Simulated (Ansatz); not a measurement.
**Relaxing a structure of Ag**

The start is a randomly generated symmetric cell of Ag (space group No. 47). A full variable-cell relaxation at zero pressure is run with PBE (plane waves to 420 eV, PAW, scalar-relativistic; Ansatz, an electronic-structure program). The first steps use a coarse 12×11×7 k-mesh.

Starting cell:
```
CELL_PARAMETERS angstrom
      2.67466     0.00000     0.00000
      0.00000     3.04605     0.00000
      0.00000     0.00000     4.84309
ATOMIC_POSITIONS crystal
  Ag 0.50000 0.50000 0.21561
  Ag 0.50000 0.50000 0.78439
```

Task: Does the structure survive the relaxation? Give the final space group.

Result: The space group goes from Pmmm (No. 47) to Pm-3m (No. 221); the end is AFLOW prototype A_cP1_221_a (A_h), with 1 atom in the primitive cell.

Task: How does the volume per atom move from start to end?

Result: +5.5 %, from 19.73 to 20.82 Å³/atom.

Task: How do the shortest distances between atoms change?

Result: The closest pairs of elements (up to four, under 3.6 Å), start → end: Ag–Ag 2.09 → 2.75 Å.

Task: What does it relax into? Give the structure.

Result: 
Space group Pm-3m (No. 221); a = b = c = 2.7508 Å, α = β = γ = 90.00°

```tsv
atom	site	symmetry	x	y	z
Ag	1b	m-3m	0.5000	0.5000	0.5000
```

Final values are on a 17×17×17 k-mesh of the relaxed cell. The start holds a very short contact (Ag–Ag 2.09 Å). No spin polarisation in the result.

The run could not lose the symmetry of its start, so the end can be a saddle point.

The relaxed structure here is a generated cell of Ag: the first start was made by a random draw of sites in a space group, and the end was not matched to a known phase here, so it may be hypothetical. Known forms of Ag include space group No. 225.
